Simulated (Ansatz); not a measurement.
Which state of VCu$_{3}$S$_{4}$ comes out lowest in this cell?

VCu$_{3}$S$_{4}$ is taken as a measured crystal structure (space group P-43m), 8 atoms in the cell. Source: COD entry 9000142; the sample's temperature and pressure aren't taken into account, and it need not be the stable phase.

```yaml
crystal:
  lattice:
    - [5.39120, 0.00000, 0.00000]
    - [0.00000, 5.39120, 0.00000]
    - [0.00000, 0.00000, 5.39120]
  atoms:
    - { symbol: Cu, position: [0.50000, 0.00000, 0.00000] }
    - { symbol: Cu, position: [0.00000, 0.50000, 0.00000] }
    - { symbol: Cu, position: [0.00000, 0.00000, 0.50000] }
    - { symbol: V, position: [0.00000, 0.00000, 0.00000] }
    - { symbol: S, position: [0.23720, 0.23720, 0.23720] }
    - { symbol: S, position: [0.23720, 0.76280, 0.76280] }
    - { symbol: S, position: [0.76280, 0.76280, 0.23720] }
    - { symbol: S, position: [0.76280, 0.23720, 0.76280] }
```

Numbers behind element symbols give the atom's place in this list.

These are results of DFT, r2SCAN+U, PAW, plane waves, scalar-relativistic (Ansatz), not measurements.

```yaml
hubbard_term_dudarev_form: U − J = 4 eV on Cu d; U − J = 3.25 eV on V d, on Löwdin-orthonormalised all-electron atomic orbitals
plane_wave_cutoff: 500 eV
k_point_mesh: 4×4×4 (Γ-centred)
occupations: Fermi–Dirac smearing, 0.05 eV
```

Only collinear orders within this cell were tried; the true ground state may need a larger cell.

Plain SCF: the run stops at the first self-consistent solution.

**Question.** Predict the lowest-energy solution among 5 converged runs.

**Answer.** Non-magnetic, a gap of 1.63 eV on the k-mesh.

**Question.** Which atoms feel the largest force in the lowest state, and how large is it?

**Answer.** S5, S6, S7, S8: 0.34 eV/Å.

Machine: 2 threads of x86-64 server CPU, with other jobs on the host.

**Question.** About how long does the run “spin on, no moments given (the program may seed its own), plain SCF” take there, and how much memory does it need?

**Answer.** 68 s, 0.81 GiB (21 iterations, 10 k-points after symmetry).
